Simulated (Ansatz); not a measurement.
A relaxation computed with Ansatz, from input to last step.

```yaml
crystal:
  lattice:
    - [3.3777314871, 0.0, 0.0]
    - [-1.6888657436, 2.925201275, 0.0]
    - [0.0, 0.0, 13.1379903805]
  atoms:
    - { symbol: Bi, position: [0.3333333333, 0.6666666667, 0.6275] }
    - { symbol: Bi, position: [0.6666666667, 0.3333333333, 0.1275] }
    - { symbol: Bi, position: [0.3333333333, 0.6666666667, 0.8725] }
    - { symbol: Bi, position: [0.6666666667, 0.3333333333, 0.3725] }
    - { symbol: C, position: [0.3333333333, 0.6666666667, 0.25] }
    - { symbol: C, position: [0.6666666667, 0.3333333333, 0.75] }
basis:
  ecutwfc: 420
kpoints:
  mp_grid: { grid: [6, 6, 2] }
hamiltonian:
  xc: pbe
scf:
  occupations: { method: gaussian, width: 0.1 }
  lower_state_search: "off"
output:
  forces: true
  stress: true
  eigenvalues: true
relax:
  adjacent_minimum: "off"
  f_tol: 0.04
  max_steps: 70
  cell: { stress_tol: 0.4 }
```

```bash
ansatz run input.yaml --threads 1 --pin off --max-ram 2560MiB --backend cpu --events-out ev --progress --plain --runs-dir out
```

All numbers below come from DFT PBE, scalar-relativistic, plane waves, PAW (Ansatz 0.2.0).

Of 5 frames 5 are shown, positions in Å and forces in eV/Å; the SCF threshold varies from step to step. Steps run on the plane waves of an earlier cell, with a Pulay correction in the pressure. The basis is chosen afresh for the last frame, the zero of the energies, and at times for earlier ones too; energy and pressure step there, also at an unchanged geometry.

```xyz
6
Lattice="3.3777 0.0000 0.0000 -1.6889 2.9252 0.0000 0.0000 0.0000 13.1380" Properties=species:S:1:pos:R:3:forces:R:3 pbc="T T T" step=1 free_energy_over_end_meV_per_atom=60.38 pressure_GPa=4.97
Bi    0.0000    1.9501    8.2441    0.0000    0.0000   -0.0286
Bi    1.6889    0.9751    1.6751    0.0000    0.0000   -0.0286
Bi    0.0000    1.9501   11.4629    0.0000    0.0000    0.0286
Bi    1.6889    0.9751    4.8939    0.0000    0.0000    0.0286
C     0.0000    1.9501    3.2845    0.0000    0.0000    0.0000
C     1.6889    0.9751    9.8535    0.0000    0.0000    0.0000
6
Lattice="3.5424 0.0000 0.0000 -1.7712 3.0678 0.0000 0.0000 0.0000 12.8956" Properties=species:S:1:pos:R:3:forces:R:3 pbc="T T T" step=2 free_energy_over_end_meV_per_atom=13.28 pressure_GPa=-0.29
Bi    0.0000    2.0452    8.1104    0.0000    0.0000   -0.4641
Bi    1.7712    1.0226    1.6626    0.0000    0.0000   -0.4641
Bi    0.0000    2.0452   11.2330    0.0000    0.0000    0.4641
Bi    1.7712    1.0226    4.7852    0.0000    0.0000    0.4641
C     0.0000    2.0452    3.2239    0.0000    0.0000    0.0000
C     1.7712    1.0226    9.6717    0.0000    0.0000    0.0000
6
Lattice="3.5381 0.0000 0.0000 -1.7690 3.0640 0.0000 0.0000 0.0000 12.4140" Properties=species:S:1:pos:R:3:forces:R:3 pbc="T T T" step=3 free_energy_over_end_meV_per_atom=1.28 pressure_GPa=0.30
Bi    0.0000    2.0427    7.7259    0.0000    0.0000    0.0121
Bi    1.7690    1.0213    1.5189    0.0000    0.0000    0.0121
Bi    0.0000    2.0427   10.8951    0.0000    0.0000   -0.0121
Bi    1.7690    1.0213    4.6881    0.0000    0.0000   -0.0121
C     0.0000    2.0427    3.1035    0.0000    0.0000    0.0000
C     1.7690    1.0213    9.3105    0.0000    0.0000    0.0000
6
Lattice="3.5349 0.0000 0.0000 -1.7674 3.0613 0.0000 0.0000 0.0000 12.5325" Properties=species:S:1:pos:R:3:forces:R:3 pbc="T T T" step=4 free_energy_over_end_meV_per_atom=1.03 pressure_GPa=-0.03
Bi    0.0000    2.0409    7.8135    0.0000    0.0000   -0.0230
Bi    1.7674    1.0204    1.5472    0.0000    0.0000   -0.0230
Bi    0.0000    2.0409   10.9853    0.0000    0.0000    0.0230
Bi    1.7674    1.0204    4.7191    0.0000    0.0000    0.0230
C     0.0000    2.0409    3.1331    0.0000    0.0000    0.0000
C     1.7674    1.0204    9.3994    0.0000    0.0000    0.0000
6
Lattice="3.5349 0.0000 0.0000 -1.7674 3.0613 0.0000 0.0000 0.0000 12.5325" Properties=species:S:1:pos:R:3:forces:R:3 pbc="T T T" step=5 free_energy_over_end_meV_per_atom=0.00 pressure_GPa=0.01
Bi    0.0000    2.0409    7.8135    0.0000    0.0000   -0.0235
Bi    1.7674    1.0204    1.5472    0.0000    0.0000   -0.0235
Bi    0.0000    2.0409   10.9853    0.0000    0.0000    0.0235
Bi    1.7674    1.0204    4.7191    0.0000    0.0000    0.0235
C     0.0000    2.0409    3.1331    0.0000    0.0000    0.0000
C     1.7674    1.0204    9.3994    0.0000    0.0000    0.0000
```

The start puts this composition into another compound's structure type, which needn't suit it. At the end the space group is P6_3/mmc (tolerance 0.05 Å).

It took 20 s on 1 thread of Arm Neoverse V2, on a shared host, peak memory 0.39 GiB.

The k mesh is coarse. Spin–orbit coupling is left out, which can shift energies with elements as heavy as these.